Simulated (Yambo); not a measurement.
Yambo run on Cs₂NaYF₆ (space group Fm-3m, No. 225). The wavefunctions are PBEsol (Quantum ESPRESSO, PseudoDojo norm-conserving, 88 Ry, no spin-orbit coupling) ones on a 2×2×2 mesh (40 occupied bands); a = b = c = 6.5064 Å, α = β = γ = 60.00°.

Yambo input:

```
rim_cut
gw0
dyson
el_el_corr
HF_and_locXC
ppa
em1d
RandQpts= 1000000
RandGvec= 1 Ry
EXXRLvcs= 88 Ry
VXCRLvcs= 352 Ry
Chimod= "HARTREE"
% BndsRnXp
 2 | 286 |
%
NGsBlkXp= 7 Ry
% LongDrXp
 1.0 | 1.0 | 1.0 |
%
PPAPntXp= 40 eV
% GbndRnge
 1 | 286 |
%
GTermKind= "BG"
DysSolver= "n"
ExtendOut
% QPkrange
 1 | 1 | 40 | 41 |
%
```

k points by index: 1 = Γ.

Table of the .qp output:

```
#    K-point    Band    Eo [eV]    E [eV]    E-Eo [eV]    Vxc [eV]    Vnlxc [eV]    Sc|Eo [eV]    Sc|E [eV]    dSc/dw|Eo [eV]    Re(Z)    Im(Z)
#
    1    40    0.000000    -2.296250    -2.296250    -21.97460    -29.74398    4.927424    5.473128    -6.466338    0.807992    -0.001270
    1    41    6.725678    7.826673    1.100995    -8.620966    -4.303505    -3.085214    -3.216466    -3.243729    0.893491    -0.615006E-3
```
(The two width columns are left out.) Convergence of these settings isn't established.

Geometry of the Materials Project entry, not relaxed at this level.
